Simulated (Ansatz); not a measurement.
ZnNi (L1₀ or tetragonal B2, space group No. 123), PBE in the plane-wave PAW code Ansatz, all energies at zero smearing, with the estimated change up to a 700 eV cutoff added, with one set of potentials and settings (totals compare only within such a set). Cell of 2 atoms (1 Zn, 1 Ni): -9159.261 eV.

| element | reference phase | E (eV/atom) |
|---|---|---|
| Zn | C2/m, 3 atoms in the cell | -3319.0295 |
| Ni | Fm-3m, 1 atoms in the cell, spin-polarised | -5839.7239 |

Formation energy per atom, worked out: (-9159.261 − 1×(-3319.0295) − 1×(-5839.7239))/2 = -0.254 eV/atom (-24 kJ per mol of atoms), at 0 K, without zero-point energy or fitted corrections.

Space group P4/mmm (L1₀ or tetragonal B2). The first step of the workflow began from a Materials Project structure, measured or hypothetical; the Crystallography Open Database files this formula in space group No. 123, but the cells were not matched. Whether it is the stable phase at ambient conditions was not checked. Symmetry was held in the PBE relaxation; of distortions, only those at the zone centre were tested. The run is not spin-polarised. The references are the lowest solids computed at this level, not always the standard phases.

Potentials: the later of the program's two PAW sets.
